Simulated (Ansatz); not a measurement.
BaTi₂Ir₂: relaxation (Ansatz)

input.yaml:

```yaml
crystal:
  lattice:
    - [0.0, 4.187813, 0.0]
    - [4.187813, 0.0, 0.0]
    - [2.093907, 2.093907, -6.069934]
  atoms:
    - { symbol: Ir, position: [0.75, 0.25, 0.5] }
    - { symbol: Ir, position: [0.25, 0.75, 0.5] }
    - { symbol: Ti, position: [0.375, 0.375, 0.25] }
    - { symbol: Ti, position: [0.625, 0.625, 0.75] }
    - { symbol: Ba, position: [0.0, 0.0, 0.0] }
  symmetry: { tolerance: 0.0003 }
kpoints:
  mp_grid: { grid: [7, 7, 7], shift: [0, 0, 0] }
magnetization:
  spin_polarized: false
scf:
  occupations: { method: fermi_dirac }
  lower_state_search: "off"
hamiltonian:
  pseudopotentials: { kind: paw }
  xc: r2scan
basis:
  ecutwfc: 500
  fft_grid_basis: typed
relax:
  max_steps: 40
  cell: { p_target: 20.0 }
  f_tol: 0.03
output:
  forces: true
  stress: true
  eigenvalues: true
  bader: true
  populations: true
  elf: true
  write_potential: true
  volumetric_format: npy
  dos:
    e_range: [-12, 8]
    de: 0.05
    projected: { site_lists: { Ba: [Ba], Ir: [Ir], Ti: [Ti] } }
  write_density: true
checkpoint:
  read: saved_state
```

Run with:

```bash
ansatz run input.yaml --threads 2 --pin off --max-ram 3584MiB --backend cpu --events-out ev --progress --plain --runs-dir out
```

Origin of the cell: a known structure type with other elements, at an estimated volume, so it need not be a known compound.

The smearing width isn't typed, so it takes its default of 0.1 eV.

The saved state is a converged single point of the same cell.

Excerpt of the output:

```
Pseudopotentials: kind: paw
Pseudopotential: Ir, paw, valence charge 17, recommended cutoff 500 eV (meta_gga), Ir.paw.azcp
Pseudopotential: Ti, paw, valence charge 12, recommended cutoff 500 eV (meta_gga), Ti.paw.azcp
Pseudopotential: Ba, paw, valence charge 10, recommended cutoff 500 eV (meta_gga), Ba.paw.azcp
Functional definition: r2SCAN
  exchange = r2scan_x(k0 = k0, k1 = k1, a1 = a1)
  correlation = r2scan_c
Crystal: 5 atoms, lattice volume = 106.453 Å³
Basis set: ecut = 500 eV, 2711 PW (Γ), exchange–correlation on 128×128×200 points (64 copies of the dense FFT grid, shifted against one another)
Bands: 41, of which v1, the nominal top of the filled ones, is band 34 counted from 1 (33 counted from 0)
Symmetry: 16 space group operations
[… 12 lines left out …]
Initial density: read from a saved state, or passed on in memory by an earlier SCF of this step, an earlier step, the calling program or the single point that the run made first
Functional: x = r2scan, c = r2scan; τ floored in thin density (d = 2e-4 eV/Å³)
SCF iter   1: F=-34871.662194 eV  HF=-34871.659776 eV  Δρ=1.63e-3  dr2=4.34e-3  dr2_τ=2.92e-3
SCF iter   2: F=-34871.664100 eV  HF=-34871.664290 eV  Δρ=8.70e-4  dr2=1.65e-3  dr2_τ=1.31e-4
SCF iter   3: F=-34871.664258 eV  HF=-34871.665054 eV  Δρ=7.95e-4  dr2=1.21e-3  dr2_τ=9.93e-5
SCF iter   4: F=-34871.664863 eV  HF=-34871.665023 eV  Δρ=3.13e-4  dr2=3.00e-4  dr2_τ=3.15e-5
SCF iter   5: F=-34871.665056 eV  HF=-34871.665028 eV  Δρ=1.56e-4  dr2=1.54e-5  dr2_τ=4.24e-6
SCF iter   6: F=-34871.665071 eV  HF=-34871.665070 eV  Δρ=3.76e-5  dr2=1.77e-6  dr2_τ=8.16e-8
SCF iter   7: F=-34871.665072 eV  HF=-34871.665072 eV  Δρ=1.07e-5  dr2=1.51e-7  dr2_τ=5.71e-9
SCF iter   8: F=-34871.665072 eV  HF=-34871.665072 eV  Δρ=4.23e-6  dr2=2.68e-8  dr2_τ=1.04e-9
relax step   1: F+E_penalty+E_count = -34871.665072 eV  Δ(F+E_penalty+E_count) = +0.000e0 eV  max|allowed force component| = 2.696e0 eV/Å  Δτ_max = 0.0000 Å  P = -3.251 GPa  Ω = 106.453 Å³  ( […]
relax step   2: F+E_penalty+E_count = -34871.069767 eV  Δ(F+E_penalty+E_count) = +5.953e-1 eV  max|allowed force component| = 1.479e0 eV/Å  Δτ_max = 0.1172 Å  P = +24.957 GPa  Ω = 92.016 Å³ […]
relax step   3: F+E_penalty+E_count = -34870.951088 eV  Δ(F+E_penalty+E_count) = +1.187e-1 eV  max|allowed force component| = 8.163e-1 eV/Å  Δτ_max = 0.1222 Å  P = +20.447 GPa  Ω = 90.625 Å³ […]
relax step   4: F+E_penalty+E_count = -34871.195913 eV  Δ(F+E_penalty+E_count) = -2.448e-1 eV  max|allowed force component| = 4.404e-2 eV/Å  Δτ_max = 0.0522 Å  P = +20.058 GPa  Ω = 92.186 Å³ […]
relax step   5: F+E_penalty+E_count = -34871.214362 eV  Δ(F+E_penalty+E_count) = -1.845e-2 eV  max|allowed force component| = 3.522e-3 eV/Å  Δτ_max = 0.0035 Å  P = +19.958 GPa  Ω = 92.332 Å³ […]
relax step   6: F+E_penalty+E_count = -34871.211268 eV  Δ(F+E_penalty+E_count) = +3.094e-3 eV  max|allowed force component| = 5.497e-3 eV/Å  Δτ_max = 0.0003 Å  P = +19.997 GPa  Ω = 92.307 Å³ […]
relax step   7: F+E_penalty+E_count = -34871.206798 eV  Δ(F+E_penalty+E_count) = +4.470e-3 eV  max|allowed force component| = 6.048e-3 eV/Å  Δτ_max = 0.0000 Å  P = +19.963 GPa  Ω = 92.307 Å³  stress off target by 4.86e-2 GPa […]
SCF 7 converged in 7 iterations: F = -34871.206798 eV  dr2 = 3.46e-11
basis re-selected at this cell: Δ(F+E_penalty+E_count) = +4.470e-3 eV, ΔP = -0.034 GPa vs the last step (what re-selecting the basis moved, of the pressure what is left beyond the Pulay corre […]
SCF converged after 7 iterations
Free energy (F): -34871.206798 eV
Harris-Foulkes:  -34871.206798 eV  (|F-HF|=2.18e-11)
Internal energy: -34871.034511 eV  (E = F + TS)
E sigma→0 (E₀):  -34871.120654 eV
Entropy (-TS):   -0.172287 eV (-34.457 meV/atom)
Fermi energy:    17.210214 eV
--- Per-component energies (eV) ---
  E_band       = -694.097486
  E_kinetic    = 1980.811444
  E_local      = -6119.437582  (includes V_loc(G=0)·N_el)
  E_nonlocal   = 224.095070
  E_hartree    = 2561.774286
  E_xc         = -860.036770
  E_vxc        = -1089.936373  (∫ρ·V_xc dr)
  E_paw        = -25868.437531  (= ΣΔE_a)
  E_vpaw       = -881.004254  (= ΣTr[D̂ρ^β])
  E_aug_tail   = 0.000170  (compensation charges beyond the density's cutoff)
  E_vtau       = 67.825598  (kinetic-family band-sum trace: ∫τ·v_τ [+ j·A + Jᵃ·Aᵃ] dr)
  E_ewald      = -6788.733313
  E_core_change = -1.070285  (= ΣΔE_core)
  E_smearing   = -0.172287  (= −TS)
  Σ components = -34871.206798   (vs F -34871.206798, Δ=0.00e0)
--- Forces (eV/Å), atoms counted from 1 ---
  atom   1  Ir     0.000000    -0.000000     0.000000
  atom   2  Ir    -0.000000     0.000000    -0.000000
  atom   3  Ti    -0.000000    -0.000000     0.006048
  atom   4  Ti     0.000000     0.000000    -0.006048
  atom   5  Ba     0.000000     0.000000     0.000000
  max |Σ_I F_I| component: 8.33e-17 eV/Å
--- Stress (GPa, compression-positive) ---
       19.951410      -0.000000      -0.000000
       -0.000000      19.951410      -0.000000
       -0.000000      -0.000000      19.987287
  P = ⅓ Tr σ = 19.9634 GPa (199.634 kbar)
--- Relaxed structure (6 steps of the walk, 6 accepted, 1 SCFs on fresh bases) ---
  F+E_penalty+E_count = -34871.206798 eV   max|allowed force component| = 6.048e-3 eV/Å   (the final SCF, on the basis selected at the relaxed cell)
  cell:  # Å, volume = 92.3067 Å³
    - [-3.406e-15, 4.020588, 1.655e-7]
    - [4.020588, -3.406e-15, 1.655e-7]
    - [2.010294, 2.010294, -5.710234]
  atoms:
    - { symbol: Ir, position: [0.750000, 0.250000, 0.5] }
    - { symbol: Ir, position: [0.250000, 0.750000, 0.5] }
    - { symbol: Ti, position: [0.370847, 0.370847, 0.258305] }
    - { symbol: Ti, position: [0.629153, 0.629153, 0.741695] }
    - { symbol: Ba, position: [0.0, 0.0, 0.0] }
--- Löwdin populations: 5 sites ---
  site symbol       q [e]
     0     Ir     17.0749
     1     Ir     17.0749
     2     Ti     12.0087
     3     Ti     12.0087
     4     Ba      8.5756
  spilling = 0.018490 (of n_electrons = 68.000000)
--- Bader charges: 5 sites ---
  site symbol  charge [e]  shift [e]
     0     Ir     -1.3075     0.0008
     1     Ir     -1.3075     0.0008
     2     Ti      0.9552     0.0008
     3     Ti      0.9554     0.0008
     4     Ba      0.7043     0.0000
  estimated error of the sums over rays = 5.7e-4 e
```

The starting structure.

Space group I4/mmm (No. 139); the run's cell has a = 4.188 Å, b = 4.188 Å, c = 6.754 Å, α = 71.94°, β = 71.94°, γ = 90.00°. Shortest distances: Ir–Ti 2.59 Å, Ir–Ir 2.96 Å, Ti–Ti 3.03 Å, Ba–Ti 3.33 Å.

The relaxed structure.

Space group I4/mmm (No. 139); the run's cell has a = 4.021 Å, b = 4.021 Å, c = 6.379 Å, α = 71.63°, β = 71.63°, γ = 90.00°. Shortest distances: Ir–Ti 2.44 Å, Ir–Ir 2.84 Å, Ti–Ti 2.95 Å, Ba–Ti 3.20 Å, Ba–Ir 3.49 Å.

| Item | Value |
| --- | --- |
| Enthalpy lowered by | 261.5 meV/atom |
| Volume change | -13.29 % |
| Final pressure | 19.96 GPa |
| Relaxation steps listed | 7 |
| Gap on the mesh | none (metal) |

Caveats: no moments, though an odd count or open d shells may carry them; no spin-orbit coupling, though heavy elements are present; the relaxation held the start's symmetry, so the end may be a saddle point.

It ran for 2.3 min on 2 threads of Arm Neoverse V1, with other jobs on the host, peak memory 0.75 GiB, from a saved density.
